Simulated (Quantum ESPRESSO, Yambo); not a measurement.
Levels of theory for the gap of Ag$_{2}$S

Ag2S (space group Cm, No. 8, within 0.06 Å of Cmcm): one geometry, one set of norm-conserving PBEsol (Quantum ESPRESSO, 82 Ry, no spin-orbit coupling) orbitals, self-energies from Yambo (4×4×2 Γ-centred k mesh, bands 17 to 200 and a 7 Ry block in the screening, 200 bands in G with the Bruneval-Gonze terminator, plasmon pole fitted at 27.2 eV).

The geometry is that of Materials Project entry mp-36216, symmetrised and not relaxed again.

```json
[
 {"level": "PBEsol (Quantum ESPRESSO)", "gap Γ → Γ (eV)": "1.11", "rough Yambo cost": "–"},
 {"level": "exchange only (Hartree-Fock self-energy on PBEsol orbitals)", "gap Γ → Γ (eV)": "8.76", "rough Yambo cost": "about 1/20 (10 states)"},
 {"level": "static COHSEX@PBEsol", "gap Γ → Γ (eV)": "2.06", "rough Yambo cost": "within a factor of two (2 states)"},
 {"level": "G0W0@PBEsol, plasmon pole", "gap Γ → Γ (eV)": "1.91", "rough Yambo cost": "1 (10 states)"}
]
```

Bare exchange has no screening and gives the widest gap; static COHSEX screens it but leaves out the frequency dependence, which G0W0 restores. All rows use the PBEsol edge points; in the exchange only run other k points give a smaller gap, 8.57 eV.

Costs are rough ratios of core time on shared machines.

Nearest settings tried, and what they do to the gap: 137 bands in G: +7 meV; 90 bands in W, 90 bands in G: +229 meV; 6 Ry block (209 vectors against 271): -20 meV; 2×2×1 mesh: -147 meV. So the settings aren't converged at that level.

Spin-orbit splittings are left out.

The structure is a Materials Project entry; no match was found in the copy of COD used, and its stability was not checked.
